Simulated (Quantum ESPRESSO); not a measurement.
# Computed records: AlSiGePN₂O (made-up cell, one site empty), AlIn₃As₃ (made-up cell, one site empty)

Calculation on a made-up crystal cell, not a measurement: periodic Kohn-Sham density functional theory in plane waves with PseudoDojo standard norm-conserving scalar-relativistic pseudopotentials, each functional with its own files (v0.5 for PBE, v0.4.1 for LDA and PBEsol), no spin polarisation, no spin-orbit coupling, atoms not relaxed, stress positive in tension, energies less a fixed whole-eV offset for each atom's element; levels are Kohn-Sham levels at fractions of this cell's reciprocal vectors, counted from the reference band (half the neutral cell's valence electrons, rounded up) at Gamma; error bars cover cutoff and k-mesh only, not smearing or the files; each bar is the largest change over components, and at least 0.002 eV, 0.002 eV per angstrom or 0.02 GPa; added strain carries the atoms with the cell, and shear is the tensor component; energies are for the whole cell, and the offsets were chosen from early runs and are not element reference energies. Program: Quantum ESPRESSO 7.5.

Common to all runs: functional pbe; cutoff 1143 eV; fermi dirac smearing 0.1 eV; scf tolerance 1e-07 eV; electrons removed 0.

(1) AlSiGePN₂O (made-up cell, one site empty)

```
cell vectors (Å)
   3.2111    -0.0182    -0.0520
  -0.0315     5.4405     0.0504
  -0.0849     0.0476     5.1525
atoms (fractions of the cell vectors)
Ge  0.00717  0.02840 -0.00785
Al  0.50042  0.50117 -0.01742
Si  0.47459  0.18546  0.52447
P  -0.03539 -0.01121  0.37714
O   0.50660  0.51933  0.35898
N   0.52378  0.17485  0.90935
N  -0.02225  0.63874  0.87421
```

Settings of this run: lattice type wurtzite, empty site 4 and k mesh 7 x 6 x 6, shifted by half a step.

Atoms:
```csv
atoms element,atom site,atom energy offset (eV)
Ge,1,-2430
Al,2,-64
Si,3,-115
P,5,-189
O,6,-452
N,7,-283
N,8,-283
```

(2) AlIn₃As₃ (made-up cell, one site empty)

```
cell vectors (Å)
   6.1213     0.0000     0.0000
   0.0000     6.1213     0.0000
   0.0000     0.0000     6.1213
atoms (fractions of the cell vectors)
In  0.00544 -0.01291  0.00671
In  0.00498  0.49511  0.50791
Al  0.50409 -0.00291  0.50507
In  0.49754  0.50555 -0.00425
As  0.25245  0.25647  0.24220
As  0.25143  0.75164  0.74666
As  0.75216  0.75652  0.24828
```

Here we set lattice type zincblende/diamond, empty site 7 and k mesh 6 x 6 x 6, shifted by half a step.

Atoms:
```csv
atoms element,atom site
In,1
In,2
Al,3
In,4
As,5
As,6
As,8
```

## Withheld values
1. Estimate the stress xx of AlSiGePN₂O (made-up cell, one site empty) (entry 1).
2. Give the missing stress yz for AlSiGePN₂O (made-up cell, one site empty) (entry 1).
3. Give the table of forces values for AlSiGePN₂O (made-up cell, one site empty) (entry 1).
4. Estimate the stress zz of AlIn₃As₃ (made-up cell, one site empty) (entry 2).
5. Give the missing pressure for AlIn₃As₃ (made-up cell, one site empty) (entry 2).
6. Give the missing stress xy for AlIn₃As₃ (made-up cell, one site empty) (entry 2).

Calculated values
1. -26.56 GPa
2. -3.186 GPa
3. 
Forces:
```csv
site,x (eV/Å),y (eV/Å),z (eV/Å)
1,1.463,-4.756,-4.048
2,-1.175,3.368,2.709
3,0.4245,6.325,-0.9157
5,0.03313,-3.47,5.91
6,-0.3357,-4.134,0.3508
7,-1.973,0.2796,-4.628
8,1.562,2.387,0.6224
```
4. 0.945 GPa
5. -0.7635 GPa
6. -0.9437 GPa

Further results for AlSiGePN₂O (made-up cell, one site empty) (entry 1):

| Item | Value |
| --- | --- |
| free energy less offsets | 5.868 eV |
| scf iterations | 14 |
| smearing term minus ts | -0.03609 eV |
| pressure | 12.4 GPa |
| stress yy | 6.492 GPa |
| stress zz | -17.14 GPa |
| stress xz | 0.5628 GPa |
| stress xy | 1.412 GPa |
| fermi level | 0.4009 eV |
| reference band | 21 |
| error bar energy | 0.002 eV |
| error bar stress | 0.02639 GPa |
| error bar force | 0.01023 eV/Å |
| error bar next band up | 0.003082 eV |
| error bar fermi level | 0.005178 eV |
| error bars from | tighter rerun of this cell |

Levels:
```csv
level k point,next band up (eV)
Gamma,0.06205
"(1/2,1/2,1/2)",0.6202
"(0.15,0,0)",0.6512
"(0,0.15,0)",0.135
"(0,0,0.15)",0.201
```

Further results for AlIn₃As₃ (made-up cell, one site empty) (entry 2):

| Property | Result |
| --- | --- |
| stress xx | 0.7085 GPa |
| stress yy | 0.6371 GPa |
| stress yz | -0.4641 GPa |
| stress xz | -0.1004 GPa |
| error bar stress | 0.02 GPa |
| error bar force | 0.004478 eV/Å |
| error bars from | tighter rerun of a related cell |

Forces:
```csv
site,x (eV/Å),y (eV/Å),z (eV/Å)
1,-0.01343,0.7121,-0.381
2,-0.694,-0.3394,0.009531
3,-0.1897,0.1357,-0.4025
4,0.6167,-0.2588,-0.2301
5,0.445,-0.8342,0.7171
6,0.5613,0.6379,-0.5895
8,-0.7258,-0.05326,0.8765
```
